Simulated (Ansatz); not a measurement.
AlGa₃As₄:
```xyz
8
Lattice="4.0106 0.0000 0.0000 0.0000 4.0106 0.0000 0.0000 0.0000 11.3256" Properties=species:S:1:pos:R:3 pbc="T T T"
Ga     0.0000     0.0000     8.4974
As     2.0053     0.0000     9.9118
Ga     2.0053     2.0053     0.0000
As     0.0000     2.0053     1.4138
Ga     0.0000     0.0000     2.8282
As     2.0053     0.0000     4.2490
Al     2.0053     2.0053     5.6628
As     0.0000     2.0053     7.0766
```

Relaxed with r²SCAN. Special points in fractions of this cell's reciprocal vectors: Γ (0.000, 0.000, 0.000); X (0.000, 0.500, 0.000); M (0.500, 0.500, 0.000); Z (0.000, 0.000, 0.500); R (0.000, 0.500, 0.500); A (0.500, 0.500, 0.500).

### Question
List the band energies nearest the valence-band maximum at these points for DFT-r²SCAN with spin–orbit coupling in the program Ansatz with PAW potentials.

### Answer
In eV from the valence-band maximum; about four levels below and three above (degenerate sets whole), none deeper than 8.9 eV; points with the same levels are listed once.

```json
[
 {"k": "Γ", "below": "-0.01 -0.01 0.00 0.00", "above": "1.19 1.19 1.68 1.68"},
 {"k": "X", "below": "-1.11 -1.11 -1.08 -1.08", "above": "1.31 1.31 1.76 1.76"},
 {"k": "M", "below": "-2.68 -2.68 -2.66 -2.66", "above": "1.67 1.67 1.68 1.68"},
 {"k": "Z", "below": "-0.71 -0.71 -0.56 -0.56", "above": "1.64 1.64 1.84 1.84"},
 {"k": "R", "below": "-1.21 -1.21 -1.20 -1.20", "above": "2.36 2.36 2.44 2.44"},
 {"k": "A", "below": "-3.04 -3.04 -3.04 -3.04", "above": "2.64 2.64 2.66 2.66"}
]
```

Space group P-4m2. The start of the workflow was typed in or built on a structure type; neither database checked (COD, Materials Project) lists it. Its standing as an ambient phase is unchecked. Symmetry was held in the r²SCAN relaxation; whether a distortion lowers the energy is not shown.

Potentials: the earlier of the program's two PAW sets.
